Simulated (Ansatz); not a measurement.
The relaxed structure here is a generated cell of AlNi: the first start was made by placing the elements on the sites of a structure type, and the end was not matched to a known phase here, so it may be hypothetical. Known forms of AlNi include space group No. 221.

A relaxed cell of AlNi (P6₃mc (No. 186)), relaxed on a k-mesh at least as fine as the one used below. Calculation: PBE (plane waves to 420 eV, PAW, scalar-relativistic; Ansatz, a quantum-chemistry and plane-wave program). Γ-centred k-mesh 10×10×4 on the run's cell (coarser than for final values), Fermi–Dirac smearing 0.05 eV.

```yaml
crystal:
  lattice:
    - [3.87975, 0.00000, 0.00000]
    - [-1.93988, 3.35997, 0.00000]
    - [0.00000, 0.00000, 9.21057]
  atoms:
    - { symbol: Ni, position: [0.00000, 0.00000, 0.01935] }
    - { symbol: Ni, position: [0.00000, 0.00000, 0.51935] }
    - { symbol: Ni, position: [0.33333, 0.66667, 0.13822] }
    - { symbol: Ni, position: [0.66667, 0.33333, 0.63822] }
    - { symbol: Al, position: [0.00000, 0.00000, 0.26823] }
    - { symbol: Al, position: [0.00000, 0.00000, 0.76823] }
    - { symbol: Al, position: [0.33333, 0.66667, 0.44857] }
    - { symbol: Al, position: [0.66667, 0.33333, 0.94857] }
```

Every atom was then displaced, and the forces became (eV/Å):

```json
[
 {"atom": "Ni1", "Fx": "0.67", "Fy": "-0.36", "Fz": "-2.56"},
 {"atom": "Ni2", "Fx": "-0.96", "Fy": "1.11", "Fz": "-0.60"},
 {"atom": "Ni3", "Fx": "-0.77", "Fy": "0.05", "Fz": "-0.01"},
 {"atom": "Ni4", "Fx": "0.61", "Fy": "-0.69", "Fz": "0.51"},
 {"atom": "Al5", "Fx": "0.36", "Fy": "-0.28", "Fz": "3.51"},
 {"atom": "Al6", "Fx": "-0.01", "Fy": "0.39", "Fz": "-0.49"},
 {"atom": "Al7", "Fx": "0.44", "Fy": "-0.48", "Fz": "-0.46"},
 {"atom": "Al8", "Fx": "-0.34", "Fy": "0.25", "Fz": "0.09"}
]
```

Question: Which atom was moved farthest relative to the others, and in which direction?

Answer: Al5, by (-0.05, 0.12, -0.16) Å (0.20 Å, mean shift removed); the next is Ni2 with 0.15 Å. Its force makes an angle of 148° with its move.

All displacements (Å):

```json
[
 {"atom": "Ni1", "ux": "-0.077", "uy": "0.044", "uz": "0.080"},
 {"atom": "Ni2", "ux": "0.066", "uy": "-0.102", "uz": "0.035"},
 {"atom": "Ni3", "ux": "0.040", "uy": "0.045", "uz": "-0.036"},
 {"atom": "Ni4", "ux": "-0.139", "uy": "0.052", "uz": "-0.033"},
 {"atom": "Al5", "ux": "-0.085", "uy": "0.124", "uz": "-0.145"},
 {"atom": "Al6", "ux": "-0.085", "uy": "-0.075", "uz": "0.067"},
 {"atom": "Al7", "ux": "0.001", "uy": "-0.009", "uz": "0.107"},
 {"atom": "Al8", "ux": "-0.036", "uy": "-0.007", "uz": "0.041"}
]
```

Question: Estimate the energy cost of the displacement in the harmonic approximation and compare with the calculation.

Answer: For a harmonic well ΔE = −½ Σ F·u = 0.649 eV a cell, or 81 meV/atom. The calculated energy relative to the undisplaced cell is +0.08 eV/atom, so the harmonic estimate holds well.

The undisplaced cell is probably no minimum: from this displacement the run went on to Pm-3m (No. 221), 0.45 eV/atom below it.

No spin polarisation in the result: the starting moments vanished. A magnetic state may lie lower.
